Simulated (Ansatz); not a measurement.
InGa3P4 as one 8-atom ordering on the zincblende lattice, 8 atoms and 72 valence electrons in a cell of about 172 Å³, was run 7 times in the plane-wave code Ansatz, each time on 4 threads of AMD EPYC 9R45 96-Core Processor (Zen 5) (shared host). The times are single readings and vary with the host's load.

```
                  run  k mesh  irreducible k  cutoff (eV)  plane waves  bands  SCF iterations  wall time  peak host memory (GiB)
      relaxation, PBE   6×6×6             30          420         3491     44              45       13 s                    0.72
   relaxation, r2SCAN   6×6×6             30          500         4341     44              32       19 s                     1.3
           bands, PBE   6×6×6             30          420         3411     42               7      5.1 s                    0.88
 single point, r2SCAN   6×6×6             30          500         4341     42               8      5.8 s                     1.1
  single point, HSE06   4×4×4             13          420         3411     42              16       83 s                     3.3
single point, PBE+SOC   6×6×6             30          420         3411     84               9       20 s                       2
   single point, PBE0   4×4×4             13          420         3411     42              15       81 s                     3.3
```

The slowest run (single point, HSE06) took about 16 times as long as the quickest (bands, PBE).

Only the levels marked +SOC include spin-orbit coupling.
